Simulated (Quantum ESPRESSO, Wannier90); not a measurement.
# Tight-binding from DFT: Tl (bcc (W type), model phase)

Materials Project entry mp-39; symmetrised, unrelaxed at this level. This isn't the element's usual structure (hcp); take it as a model of another phase. Computed values, not measurements, from PBEsol: Quantum ESPRESSO (norm-conserving PseudoDojo potentials, cutoff 50 Ry, no spin polarisation, no spin-orbit coupling) on a Γ-centred 12×12×12 mesh, then Wannier90. Density: 16×16×16 mesh, cold smearing 0.01 Ry. Spin-orbit coupling is left out although heavy elements are present.

Input w.win:

```
num_bands = 10
num_wann = 4
exclude_bands = 1-5
num_iter = 0
conv_tol = 1.0e-6
conv_window = 4
dis_num_iter = 1000
dis_conv_tol = 1.0e-6
dis_froz_max = 11.42
write_hr = true
write_u_matrices = true
begin projections
Tl: s;p
end projections
begin unit_cell_cart
ang
   -1.9559950000    1.9559950000    1.9559950000
    1.9559950000   -1.9559950000    1.9559950000
    1.9559950000    1.9559950000   -1.9559950000
end unit_cell_cart
begin atoms_frac
Tl   0.0000000000  0.0000000000  0.0000000000
end atoms_frac
mp_grid = 12 12 12
begin kpoints
0.0000000000 0.0000000000 0.0000000000
0.0000000000 0.0000000000 0.0833333333
0.0000000000 0.0000000000 0.1666666667
... (1725 more lines: the 12x12x12 mesh through Gamma)
end kpoints
```

On the energy scale of pw.x, whose zero is arbitrary, the Fermi level lies at 9.92 eV. Lines of w_hr.dat (R1 R2 R3 m n Re Im, eV) for R = 0 and one of the shortest lattice vectors, rounded to 0.01 eV, lines under 0.02 eV left out; orbitals in order: Tl1 s, Tl1 pz, Tl1 px, Tl1 py.

```
    0    0    0    1    1     5.15     0.00
    0    0    0    2    2    13.56     0.00
    0    0    0    3    3    13.56     0.00
    0    0    0    4    4    13.56     0.00
   -1   -1   -1    1    1    -0.44     0.00
   -1   -1   -1    2    1     0.58     0.00
   -1   -1   -1    3    1     0.58     0.00
   -1   -1   -1    4    1     0.58     0.00
   -1   -1   -1    1    2    -0.58     0.00
   -1   -1   -1    2    2     0.49     0.00
   -1   -1   -1    3    2     0.72     0.00
   -1   -1   -1    4    2     0.72     0.00
   -1   -1   -1    1    3    -0.58     0.00
   -1   -1   -1    2    3     0.72     0.00
   -1   -1   -1    3    3     0.49     0.00
   -1   -1   -1    4    3     0.72     0.00
   -1   -1   -1    1    4    -0.58     0.00
   -1   -1   -1    2    4     0.72     0.00
   -1   -1   -1    3    4     0.72     0.00
   -1   -1   -1    4    4     0.49     0.00
```
